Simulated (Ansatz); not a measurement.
# SiIrF₅ single point

The input, for Ansatz 0.2.0 (plane waves, PAW):

```yaml
crystal:
  lattice:
    - [6.816632, 0.0, 0.0]
    - [0.0, 6.816632, 0.0]
    - [0.0, 0.0, 4.081738]
  atoms:
    - { symbol: F, position: [0.3136, 0.5914, 0.1984] }
    - { symbol: F, position: [0.9086, 0.3136, 0.1984] }
    - { symbol: F, position: [0.1864, 0.9086, 0.1984] }
    - { symbol: F, position: [0.5914, 0.1864, 0.1984] }
    - { symbol: F, position: [0.6864, 0.4086, 0.8016] }
    - { symbol: F, position: [0.0914, 0.6864, 0.8016] }
    - { symbol: F, position: [0.8136, 0.0914, 0.8016] }
    - { symbol: F, position: [0.4086, 0.8136, 0.8016] }
    - { symbol: F, position: [0.25, 0.25, 0.6934] }
    - { symbol: F, position: [0.75, 0.75, 0.3066] }
    - { symbol: Ir, position: [0.25, 0.25, 0.19236] }
    - { symbol: Ir, position: [0.75, 0.75, 0.80764] }
    - { symbol: Si, position: [0.25, 0.75, 0.0] }
    - { symbol: Si, position: [0.75, 0.25, 0.0] }
  symmetry: { tolerance: 0.0003 }
kpoints:
  mp_grid: { grid: [4, 4, 6], shift: [0, 0, 0] }
  band_path:
    path:
      - [0.0, 0.0, 0.0]
      - [0.0, 0.5, 0.0]
      - [0.5, 0.5, 0.0]
      - [0.0, 0.0, 0.0]
      - [0.0, 0.0, 0.5]
      - [0.0, 0.5, 0.5]
      - [0.5, 0.5, 0.5]
      - [0.0, 0.0, 0.5]
      - [0.0, 0.5, 0.0]
      - [0.0, 0.5, 0.5]
      - [0.5, 0.5, 0.0]
    npoints: 6
magnetization:
  spin_polarized: false
scf:
  occupations: { method: methfessel_paxton, width: 0.0101 }
  lower_state_search: "off"
  max_iter: 200
hamiltonian:
  pseudopotentials: { kind: paw }
  xc: r2scan
basis:
  ecutwfc: 500
  fft_grid_basis: typed
output:
  forces: true
  stress: true
  eigenvalues: true
  bader: true
  populations: true
  elf: true
  write_potential: true
  volumetric_format: npy
  dos:
    e_range: [-12, 8]
    de: 0.05
    projected: { site_lists: { F: [F], Ir: [Ir], Si: [Si] } }
checkpoint:
  read: saved_state
```

The run starts from an earlier solution of this cell. 

Parts of the output:

```
Pseudopotentials: kind: paw
Pseudopotential: F, paw, valence charge 7, recommended cutoff 500 eV (meta_gga), F.paw.azcp
Pseudopotential: Ir, paw, valence charge 17, recommended cutoff 500 eV (meta_gga), Ir.paw.azcp
Pseudopotential: Si, paw, valence charge 4, recommended cutoff 500 eV (meta_gga), Si.paw.azcp
Functional definition: r2SCAN
  exchange = r2scan_x(k0 = k0, k1 = k1, a1 = a1)
  correlation = r2scan_c
Crystal: 14 atoms, lattice volume = 189.664 Å³
Basis set: ecut = 500 eV, 4823 PW (Γ), exchange–correlation on 200×200×120 points (64 copies of the dense FFT grid, shifted against one another)
Bands: 70, of which v1, the nominal top of the filled ones, is band 56 counted from 1 (55 counted from 0)
Symmetry: 8 space group operations
Space group: P4/n (ITA 85), of the structure as read, at distance tolerance 1.7e-3 Å
k-points: 24 of 96
Initial density: read from a saved state, or passed on in memory by an earlier SCF of this step, an earlier step, the calling program or the single point that the run made first
Functional: x = r2scan, c = r2scan; τ floored in thin density (d = 2e-4 eV/Å³)
Free energy (F): -33263.6845 eV
Harris-Foulkes:  -33263.6845 eV  (|F-HF|=8.56e-9)
Internal energy: -33263.6845 eV  (E = F + TS)
E sigma→0 (E₀):  -33263.6845 eV
Entropy (-TS):   0.0000 eV (0.002 meV/atom)
Fermi energy:    8.0086 eV
--- Per-component energies (eV) ---
  E_band       = -1287.0781
  E_kinetic    = 3487.7095
  E_local      = -11306.5567  (includes V_loc(G=0)·N_el)
  E_nonlocal   = 948.0790
  E_hartree    = 4292.7630
  E_xc         = -1410.2895
  E_vxc        = -1931.7428  (∫ρ·V_xc dr)
  E_paw        = -21586.9323  (= ΣΔE_a)
  E_vpaw       = -1200.4921  (= ΣTr[D̂ρ^β])
  E_aug_tail   = 0.0104  (compensation charges beyond the density's cutoff)
  E_vtau       = 130.3929  (kinetic-family band-sum trace: ∫τ·v_τ [+ j·A + Jᵃ·Aᵃ] dr)
  E_ewald      = -7687.3675
  E_core_change = -1.1006  (= ΣΔE_core)
  E_smearing   = 0.0000  (= −TS)
--- Forces (eV/Å), atoms counted from 1 ---
  atom   1  F      3.0888    -6.2220     5.6192
  atom   2  F      6.2220     3.0888     5.6192
  atom   3  F     -3.0888     6.2220     5.6192
  atom   4  F     -6.2220    -3.0888     5.6192
  atom   5  F     -3.0888     6.2220    -5.6192
  atom   6  F     -6.2220    -3.0888    -5.6192
  atom   7  F      3.0888    -6.2220    -5.6192
  atom   8  F      6.2220     3.0888    -5.6192
  atom   9  F      0.0000     0.0000    -0.1364
  atom  10  F      0.0000     0.0000     0.1364
  atom  11  Ir     0.0000     0.0000     0.1301
  atom  12  Ir     0.0000     0.0000    -0.1301
  atom  13  Si     0.0000     0.0000     0.0000
  atom  14  Si     0.0000     0.0000     0.0000
--- Stress (GPa, compression-positive) ---
       39.6018       0.0000       0.0000
        0.0000      39.6018       0.0000
        0.0000       0.0000      33.2456
  P = ⅓ Tr σ = 37.4831 GPa (374.831 kbar)
--- Löwdin populations: 14 sites ---
  site symbol       q [e]
     0      F      7.4448
     1      F      7.4448
     2      F      7.4448
     3      F      7.4448
     4      F      7.4448
     5      F      7.4448
     6      F      7.4448
     7      F      7.4448
     8      F      7.5587
     9      F      7.5587
    10     Ir     16.4512
    11     Ir     16.4512
    12     Si      1.8379
    13     Si      1.8379
  spilling = 0.0067 (of n_electrons = 112.0000)
--- Bader charges: 14 sites ---
  site symbol  charge [e]  shift [e]
     0      F     -0.8844     0.0022
     1      F     -0.8844     0.0022
     2      F     -0.8844     0.0022
     3      F     -0.8844     0.0022
     4      F     -0.8844     0.0022
     5      F     -0.8844     0.0022
     6      F     -0.8844     0.0022
     7      F     -0.8844     0.0022
     8      F     -0.7224     0.0013
     9      F     -0.7224     0.0013
    10     Ir      0.8028     0.0016
    11     Ir      0.8028     0.0016
    12     Si      3.4573     0.0086
    13     Si      3.4573     0.0086
```

Origin: a known structure type with other elements, at an estimated volume, so it need not be a known compound. Caveats: many states at the Fermi level without spin polarisation, so a magnetic state may lie lower; atoms or cell far from equilibrium.
